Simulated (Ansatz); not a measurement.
A geometry of Nb away from equilibrium: the start of the relaxation of a relaxed Nb cell, doubled along one cell vector, shaken by Gaussian noise of σ = 0.08 Å a coordinate. Computed with r2SCAN (plane waves to 500 eV, PAW, scalar-relativistic; Ansatz, a program for electronic structure). Γ-centred k-mesh 13×7×6 on the run's cell (coarser than for final values), Fermi–Dirac smearing 0.05 eV.

```xyz
4
Lattice="2.8588 0.0000 0.0000 -2.8588 4.9516 0.0000 0.0000 0.0000 5.2462" Properties=species:S:1:pos:R:3 pbc="T T T"
Nb     0.1686     1.6108     4.0896
Nb    -1.5289     4.0868     3.9122
Nb     1.4066     0.8349     1.3130
Nb    -0.1188     3.4467     1.3252
```

Task: Predict the force on each atom, in eV/Å.

Result: 
```
atom     Fx     Fy     Fz
----  -----  -----  -----
Nb1   -0.10   0.04  -0.98
Nb2    0.12  -0.03   0.05
Nb3    0.08   0.83   0.91
Nb4   -0.10  -0.83   0.02
```

Task: What is the pressure?

Result: +1.0 GPa, compression positive.

Task: How far above the relaxed end point is this geometry?

Result: 0.35 eV/atom; the path ends in Im-3m (No. 229) (bcc (W type)).

No spin polarisation in the result.

Of the parent cell (P6₃/mmc (No. 194)): it is a generated cell of Nb: the first start was made by a random draw of sites in a space group, and the end was not matched to a known phase here, so it may be hypothetical. Known forms of Nb include space group No. 229.
